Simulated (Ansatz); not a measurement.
A relaxed cell of Mg₃CdS₄ is given with its symmetry left out. The cell was found from a structure generator's guess, not taken from experiment.

Method: Ansatz, DFT PBE, scalar-relativistic, plane waves, PAW. Cutoff 420 eV, Γ-centred mesh, Gaussian smearing, no spin polarisation.

```
CELL_PARAMETERS angstrom
5.31349 0.00000 0.00000
0.00000 5.31349 0.00000
0.00000 0.00000 5.31349
ATOMIC_POSITIONS crystal
Mg 0.50000 0.00000 0.50000
Mg 0.50000 0.50000 0.00000
Mg 0.00000 0.50000 0.50000
Cd 0.00000 0.00000 0.00000
S 0.00000 0.50000 0.00000
S 0.50000 0.50000 0.50000
S 0.00000 0.00000 0.50000
S 0.50000 0.00000 0.00000
```

Energies over the elements count from the elements' standard structures at the same level, with no fitted energy shifts.

**Question.** What space group does it have?

**Answer.** Pm-3m (No. 221), with Mg and Cd ordered on rock salt sites. Conventional cell: a = 5.313 Å. Mg is surrounded by 6 S at 2.66 Å; Cd has 6 S at 2.66 Å; around S on a site of symmetry 4/mmm lie 2 Cd at 2.66 Å and 4 Mg at 2.66 Å; around S on a site of symmetry m-3m lie 6 Mg at 2.66 Å.

**Question.** What is its formation energy per atom?

**Answer.** −1.191 eV/atom. A negative formation energy is needed for stability but isn't enough: competing phases decide.

**Question.** Is it a metal?

**Answer.** No, the gap on the 8×8×8 mesh is 0.52 eV.

The last run used an 8×8×8 mesh for its 8-atom cell and Gaussian smearing of 0.02 eV. Kohn–Sham gaps at this level usually fall short of measured ones. The reference form of S is held partly by dispersion forces, which this level lacks. A later test with randomly moved atoms came back to the same energy, though modes that don't fit the test's cell weren't probed.
